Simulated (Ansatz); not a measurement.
BiB (zinc blende, F-43m) at seven volumes, PBEsol (plane waves, PAW; program Ansatz), scaled uniformly. One row is withheld.

| V (Å³/atom) | P (GPa) |
|---|---|
| 18.466 | 9.54 |
| 19.074 | 5.82 |
| 19.683 | ? |
| 20.292 | 0.00 |
| 20.901 | -2.26 |
| 21.510 | -4.17 |
| 22.118 | -5.72 |

Question: Fit the shown pressures and predict the withheld one.

Answer: P = (3/2)B₀(x^(7/2) − x^(5/2))[1 + (3/4)(B′ − 4)(x − 1)] with x = (V₀/V)^(2/3). Least squares on the six rows gives V₀ = 20.290 Å³/atom, B₀ = 81.3 GPa, B′ = 4.67. At V = 19.683, x = 1.0205 and P = 2.65 GPa. The run itself gave 2.67 GPa.

A made-up cell: these elements were put on the sites of a structure type; neither database checked (COD, Materials Project) lists it. Whether it is the stable phase at ambient conditions was not checked. The PBEsol relaxation kept the symmetry of its start; of distortions, only those at the zone centre were tested. Spin–orbit coupling is left out wherever it is not named.

Potentials: the later of the program's two PAW sets.
